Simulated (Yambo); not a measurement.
```
CELL_PARAMETERS angstrom
      5.28604     0.00000     0.00000
     -2.64302     4.57784     0.00000
      0.00000     0.00000     8.62942
ATOMIC_POSITIONS crystal
  O  0.02146 0.51073 0.49543
  O  0.51073 0.02146 0.99543
  O  0.48927 0.51073 0.49543
  O  0.97854 0.48927 0.99543
  O  0.48927 0.97854 0.49543
  O  0.51073 0.48927 0.99543
  O  0.33333 0.66667 0.26155
  O  0.66667 0.33333 0.76155
  Al 0.33333 0.66667 0.06195
  Al 0.66667 0.33333 0.56195
  P  0.66667 0.33333 0.93699
  P  0.33333 0.66667 0.43699
```

Workflow: norm-conserving PBEsol (Quantum ESPRESSO, 84 Ry, scalar-relativistic), then G0W0 in Yambo (3×3×1 Γ-centred k mesh, 297 bands and a 7 Ry block in the screening, 297 bands in G with the Bruneval-Gonze terminator, plasmon pole fitted at 27.2 eV).

Q: Give the PBEsol and G0W0 gaps between the band edges found on this mesh, and say where the edges lie.

A: Edges: Γ → Γ. PBEsol: 5.55 eV; G0W0: 8.45 eV. Nearest settings tried, and what they do to the gap: 191 bands in W, 191 bands in G: +4 meV; 6 Ry block (361 vectors against 451): -55 meV. Not varied: mesh. So the settings aren't converged at that level. 

Geometry of the Materials Project entry, not relaxed at this level.
